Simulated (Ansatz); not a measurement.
A geometry of TiTe$_{2}$ away from equilibrium: the start of the relaxation of a relaxed TiTe2 cell displaced along its unstable phonon at q = (0, 0, ½) of its primitive reciprocal cell (62i cm⁻¹), largest move 0.15 Å. Method: PBE (plane waves to 420 eV, PAW, scalar-relativistic; Ansatz, a quantum-chemistry and plane-wave program). Γ-centred k-mesh 7×7×3 on the run's cell (coarser than for final values), Fermi–Dirac smearing 0.05 eV.

```xyz
12
Lattice="4.8463 0.0000 0.0000 0.0000 4.8463 0.0000 0.0000 0.0000 14.0786" Properties=species:S:1:pos:R:3 pbc="T T T"
Te     0.0000     2.4833     2.0932
Te     0.0000     2.3630     9.1325
Te     2.4231     0.0829     4.9461
Te     2.4231    -0.0829    11.9855
Te     0.0000     2.5060     5.6129
Te     0.0000     2.3403    12.6522
Te     2.4231    -0.0602     1.4265
Te     2.4231     0.0602     8.4658
Ti     0.0000    -0.1500     0.0000
Ti     0.0000     0.1500     7.0393
Ti     2.4231     2.5731     3.5197
Ti     2.4231     2.2731    10.5590
```

Q: Which atoms carry the largest force, and which way does it point?

A: 0.16 eV/Å, on Te3, Te4, Te5, Te6 (atoms numbered as listed); on Te3 its components are (0.00, 0.16, 0.01).

Q: What is the pressure?

A: +0.2 GPa, compression positive.

Q: How much energy per atom can still be gained by relaxing?

A: 0.23 eV/atom; the path ends in Pnma (No. 62).

No spin polarisation in the result.

The run could not lose the symmetry of its start: the end is stationary, and may be a saddle point rather than a minimum.

The end of the path is a generated cell of TiTe2: the first start was made by placing the elements on the sites of a structure type, and the end was not matched to a known phase here, so it may be hypothetical. Known forms of TiTe2 include space group No. 164.
